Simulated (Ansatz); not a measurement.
VN (rock salt), conventional cell a = 4.1168 Å, b = 4.1168 Å, c = 4.1168 Å, α = 90.00°, β = 90.00°, γ = 90.00°. The calculation uses the primitive cell of 2 atoms, to which meshes and values per cell refer.

Grid over V/V₀ and (c/a)/(c/a)₀, subscript 0 meaning the relaxed cell; the conventional c axis lies along z; no internal relaxation.

All values below come from PBE (plane waves to 420 eV, PAW, scalar-relativistic; Ansatz, a quantum-chemistry and plane-wave program). k mesh 19×19×19 (Γ-centred), Fermi-Dirac smearing 0.05 eV. E stands for the smeared free energy. With partly filled bands, the response to shear is sensitive to the k mesh, so small differences along c/a are uncertain. VN is run without spin polarisation. VN was relaxed with its symmetry unable to fall. ΔE is measured from the relaxed starting cell.

Task: What ΔE (eV/atom) does the calculation give at all points of the grid V/V₀ = 0.920, 0.947, 0.973, 1.000, 1.027, 1.053, 1.080 by (c/a)/(c/a)₀ = 0.920, 0.947, 0.973, 1.000, 1.027, 1.053, 1.080?

Result: ΔE (eV/atom), with V/V₀ across and (c/a)/(c/a)₀ down:

| (c/a)/(c/a)₀ \ V/V₀ | 0.920 | 0.947 | 0.973 | 1.000 | 1.027 | 1.053 | 1.080 |
|---|---|---|---|---|---|---|---|
| 0.920 | 0.151 | 0.105 | 0.077 | 0.063 | 0.062 | 0.071 | 0.091 |
| 0.947 | 0.100 | 0.059 | 0.036 | 0.026 | 0.029 | 0.042 | 0.065 |
| 0.973 | 0.072 | 0.034 | 0.013 | 0.006 | 0.011 | 0.027 | 0.052 |
| 1.000 | 0.063 | 0.027 | 0.006 | 0.000 | 0.006 | 0.022 | 0.048 |
| 1.027 | 0.071 | 0.034 | 0.012 | 0.005 | 0.010 | 0.026 | 0.051 |
| 1.053 | 0.092 | 0.052 | 0.029 | 0.020 | 0.023 | 0.037 | 0.061 |
| 1.080 | 0.126 | 0.082 | 0.056 | 0.043 | 0.044 | 0.055 | 0.076 |

(Under strain, the slope of the energy per volume gives the stress and its curvature an elastic modulus.)
